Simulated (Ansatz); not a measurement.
The relaxed structure here is a generated cell of Ni: the first start was made by a random draw of sites in a space group, and the end was not matched to a known phase here, so it may be hypothetical. Known forms of Ni include space group No. 225.

A relaxed cell of Ni (Pm-3m (No. 221)), relaxed on a k-mesh at least as fine as the one used below. Computed with PBE (plane waves to 420 eV, PAW, scalar-relativistic; Ansatz, an electronic-structure program). Γ-centred k-mesh 14×7×14 on the run's cell (coarser than for final values), Fermi–Dirac smearing 0.05 eV.

```
CELL_PARAMETERS angstrom
      2.32980     0.00000     0.00000
      0.00000     4.65961     0.00000
      0.00000     0.00000     2.32980
ATOMIC_POSITIONS crystal
  Ni 0.50000 0.25000 0.50000
  Ni 0.50000 0.75000 0.50000
```
Spin-polarised start, with parallel moments on Ni.

The atoms are displaced by (Å):

```json
[
 {"atom": "Ni1", "ux": "0.058", "uy": "-0.046", "uz": "-0.009"},
 {"atom": "Ni2", "ux": "0.095", "uy": "0.021", "uz": "-0.030"}
]
```

### Question
What forces (eV/Å) and pressure result?

### Answer
```
atom     Fx     Fy     Fz
----  -----  -----  -----
Ni1   -0.05   0.47   0.03
Ni2    0.05  -0.47  -0.03
```

Pressure +0.2 GPa.

The undisplaced cell is probably no minimum: from this displacement the run went on to Fm-3m (No. 225), 0.71 eV/atom below it.

Spin state reached: ferromagnetic (net 0.57 μB/atom), from parallel starting moments; other spin orders were not run from this start.
